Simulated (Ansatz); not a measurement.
C:
```
CELL_PARAMETERS angstrom
      2.45446     0.00000     0.00000
     -1.22723     2.12563     0.00000
      0.00000     0.00000    26.00000
ATOMIC_POSITIONS crystal
  C  0.66667 0.33333 0.50000
  C  0.33333 0.66667 0.50000
```
The layer is periodic in x and y and isolated along z.

Relaxed with r²SCAN+D4. Plane-wave PAW r²SCAN+D4 (Ansatz code) gives no gap.

Question: What gap does HSE06 give on the same cell (Ansatz, PAW)?

Answer: It stays without a gap at the points solved. The hybrid was solved on a coarser mesh and at special points; its gap is the smallest among all of these. On such a mesh it can open a false gap in a semimetal.

```tsv
k	v1 r²SCAN+D4	c1 r²SCAN+D4	v1 HSE06	c1 HSE06
Γ	-3.26	3.61	?	?
M	-2.54	1.81	?	?
K	0.00	0.00	0.00	0.00
```

Question: Top valence (v1) and lowest conduction level (c1) in eV from each method's valence maximum (which need not be a listed point): supply the withheld HSE06 values.

Answer: 
- Γ, v1 HSE06: -4.03
- Γ, c1 HSE06: 3.47
- M, v1 HSE06: -2.92
- M, c1 HSE06: 2.07

Cost on shared cores: the r²SCAN+D4 run (SCF on a 30×30×1 mesh, then bands and DOS) roughly 70 core-seconds, the HSE06 run (SCF on 12×12×1, then a few points) very roughly 110 core-seconds; the tasks are unlike.

Space group P6/mmm (graphene). A layer that has been made, often on a substrate. It is flat by the symmetry kept. The r²SCAN+D4 relaxation kept the symmetry of its start; whether a distortion lowers the energy is not shown.

Potentials: the later of the program's two PAW sets.
